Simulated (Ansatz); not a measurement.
GeMo in space group P-6m2 (No. 187; Mo on 1a, Ge on 1f) at seven volumes, PBE (plane waves, PAW; program Ansatz), shape and atoms relaxed at each. One row is withheld.

| V (Å³/atom) | P (GPa) |
|---|---|
| 14.612 | 19.61 |
| 15.094 | 12.15 |
| 15.576 | 5.61 |
| 16.057 | 0.00 |
| 16.539 | -4.80 |
| 17.021 | -8.86 |
| 17.503 | ? |

**Question.** Fit the shown pressures and predict the withheld one.

**Answer.** P = (3/2)B₀(x^(7/2) − x^(5/2))[1 + (3/4)(B′ − 4)(x − 1)] with x = (V₀/V)^(2/3). Least squares on the six rows gives V₀ = 16.061 Å³/atom, B₀ = 172 GPa, B′ = 4.00. At V = 17.503, x = 0.9443 and P = -12.45 GPa. The run itself gave -12.26 GPa.

A made-up cell: these elements were put on the sites of a structure type; neither database checked (COD, Materials Project) lists it. Its standing as an ambient phase is unchecked. Symmetry was held in the PBE relaxation; whether a distortion lowers the energy is not shown. The run is not spin-polarised.

Potentials: the later of the program's two PAW sets.
